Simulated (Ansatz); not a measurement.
An Ansatz run on Al2BN3 as one 6-atom ordering (I-4m2) on the zincblende lattice left the output below. The start is a rough guess from atomic radii.

Starting structure:
```cif
data_structure
_symmetry_space_group_name_H-M 'P 1'
_symmetry_Int_Tables_number 1
_cell_length_a 6.1377
_cell_length_b 6.1377
_cell_length_c 6.1377
_cell_angle_alpha 154.158
_cell_angle_beta 154.158
_cell_angle_gamma 36.870
_cell_volume 43.87
loop_
_atom_site_label
_atom_site_type_symbol
_atom_site_fract_x
_atom_site_fract_y
_atom_site_fract_z
_atom_site_occupancy
B1 B 0.00000 0.00000 0.00000 1
N1 N 0.41667 0.91667 0.50000 1
Al1 Al 0.33333 0.33333 0.00000 1
N2 N 0.75000 0.25000 0.50000 1
Al2 Al 0.66667 0.66667 0.00000 1
N3 N 0.08333 0.58333 0.50000 1
```

What the program printed (shortened):
```
Functional definition: PBE
Crystal: 6 atoms, lattice volume = 43.869 Å³
Basis set: ecut = 420 eV, 863 PW (Γ), FFT grids on a1+a3, a2+a3, a3
Bands: 18, of which v1, the nominal top of the filled ones, is band 12 counted from 1 (11 counted from 0)
Symmetry: 8 space group operations
Space group: I-4m2 (ITA 119)
k-points: 163 of 1728 (time reversal used)
preconditioner: auto → none  [insulator: Δε(μ)=3.420 eV  σ=0.020 eV  ℏωp=27.5 eV]
SCF 1 converged in 6 iterations: F = -2385.429899 eV  dr2 = 1.12e-8
relax step 1: F+E_penalty+E_count = -2385.42989858 eV  max|allowed force component| = 7.524e0 eV/Å  Δτ_max = 0.0000 Å  P = +84.318 GPa  Ω = 43.869 Å³
SCF 2 converged in 6 iterations: F = -2387.859983 eV  dr2 = 4.03e-8
relax step 2: F+E_penalty+E_count = -2387.85998307 eV  max|allowed force component| = 3.072e0 eV/Å  Δτ_max = 0.1036 Å  P = +42.184 GPa  Ω = 47.366 Å³
SCF 3 converged in 6 iterations: F = -2388.831049 eV  dr2 = 1.81e-8
relax step 3: F+E_penalty+E_count = -2388.83104917 eV  max|allowed force component| = 8.452e-1 eV/Å  Δτ_max = 0.0593 Å  P = +10.600 GPa  Ω = 51.592 Å³
SCF 4 converged in 6 iterations: F = -2388.945527 eV  dr2 = 2.07e-9
relax step 4: F+E_penalty+E_count = -2388.94552667 eV  max|allowed force component| = 1.072e-1 eV/Å  Δτ_max = 0.0240 Å  P = +0.637 GPa  Ω = 53.301 Å³
SCF 5 converged in 6 iterations: F = -2388.946722 eV  dr2 = 5.92e-11
relax step 5: F+E_penalty+E_count = -2388.94672243 eV  max|allowed force component| = 1.501e-2 eV/Å  Δτ_max = 0.0029 Å  P = -0.158 GPa  Ω = 53.435 Å³
SCF 6 converged in 6 iterations: F = -2388.946882 eV  dr2 = 1.39e-12
relax step 6: F+E_penalty+E_count = -2388.94688243 eV  max|allowed force component| = 3.342e-4 eV/Å  Δτ_max = 0.0004 Å  P = -0.009 GPa  Ω = 53.400 Å³
SCF 7 converged in 7 iterations: F = -2389.053076 eV  dr2 = 3.42e-12
relax step 7: F+E_penalty+E_count = -2389.05307593 eV  max|allowed force component| = 1.276e-2 eV/Å  Δτ_max = 0.0000 Å  P = +2.534 GPa  Ω = 53.400 Å³  (SCF on a basis re-selected at this cell)
SCF 8 converged in 6 iterations: F = -2389.055506 eV  dr2 = 6.24e-10
relax step 8: F+E_penalty+E_count = -2389.05550616 eV  max|allowed force component| = 2.489e-2 eV/Å  Δτ_max = 0.0010 Å  P = +0.114 GPa  Ω = 53.942 Å³
SCF 9 converged in 6 iterations: F = -2389.055447 eV  dr2 = 7.19e-13
relax step 9: F+E_penalty+E_count = -2389.05544730 eV  max|allowed force component| = 3.893e-3 eV/Å  Δτ_max = 0.0006 Å  P = +0.010 GPa  Ω = 53.964 Å³
SCF 10 converged in 6 iterations: F = -2389.057835 eV  dr2 = 5.80e-13
relax step 10: F+E_penalty+E_count = -2389.05783503 eV  max|allowed force component| = 4.329e-3 eV/Å  Δτ_max = 0.0000 Å  P = +0.026 GPa  Ω = 53.964 Å³  (SCF on a basis re-selected at this cell)
SCF converged after 6 iterations
Free energy (F): -2389.057835 eV
Fermi energy:    9.672266 eV
--- Per-component energies (eV) ---
  E_band       = 51.318780
  E_kinetic    = 497.798901
  E_local      = -667.076248
  E_nonlocal   = 167.596725
  E_hartree    = 225.753075
  E_xc         = -295.400727
  E_vxc        = -329.854593
  E_paw        = -1396.564898
  E_vpaw       = -68.652452
  E_ewald      = -921.164957
--- Forces (eV/Å), atoms counted from 1 ---
  atom   1  B       0.00000      0.00000      0.00000
  atom   2  N       0.00000      0.00000      0.00433
  atom   3  Al      0.00000      0.00000      0.00274
  atom   4  N       0.00000      0.00000      0.00000
  atom   5  Al      0.00000      0.00000    -0.00274
  atom   6  N       0.00000      0.00000    -0.00433
--- Stress (GPa, compression-positive) ---
        0.018692       0.000000       0.000000
        0.000000       0.018692       0.000000
        0.000000       0.000000       0.041651
  P = ⅓ Tr σ = 0.0263 GPa (0.263 kbar)
--- Relaxed structure (8 steps of the walk, 8 accepted, 2 SCFs on fresh bases) ---
  F+E_penalty+E_count = -2389.05783503 eV   max|allowed force component| = 4.329e-3 eV/Å
  cell:  # Å, volume = 53.9643 Å³
    - [-1.454119, 1.454119, 6.380379]
    - [1.454119, -1.454119, 6.380379]
    - [1.454119, 1.454119, -6.380379]
  atoms:
    - { symbol: B, position: [0.000000, 0.000000, 0.000000] }
    - { symbol: N, position: [0.432943, 0.932943, 0.500000] }
    - { symbol: Al, position: [0.341188, 0.341188, 0.000000] }
    - { symbol: N, position: [0.750000, 0.250000, 0.500000] }
    - { symbol: Al, position: [0.658812, 0.658812, 0.000000] }
    - { symbol: N, position: [0.067057, 0.567057, 0.500000] }
```

Q: What input produced it? Give the YAML.

A:
```yaml
crystal:
  # lattice and atoms as above
kpoints:
  mp_grid: { grid: [12, 12, 12] }
hamiltonian:
  xc: pbe
scf:
  occupations: { method: fermi_dirac, width: 0.02 }
relax:
  f_tol: 0.005
  cell: {}
```
The relax steps with a changing cell volume need the relax block with cell. Keys that aren't typed take their defaults; thresholds and the kind of smearing can't be read off these lines.

Run as `ansatz run input.yaml --threads 4 --pin off --max-ram 6451MiB --backend cpu --events-out ev --progress --plain --runs-dir out`. It took 37 s on 4 threads of Arm Neoverse V1, with other jobs on the host; peak host memory 0.39 GiB.

The cell comes from a prototype generator: it can be a known phase or a hypothetical one. Spin polarisation is off.
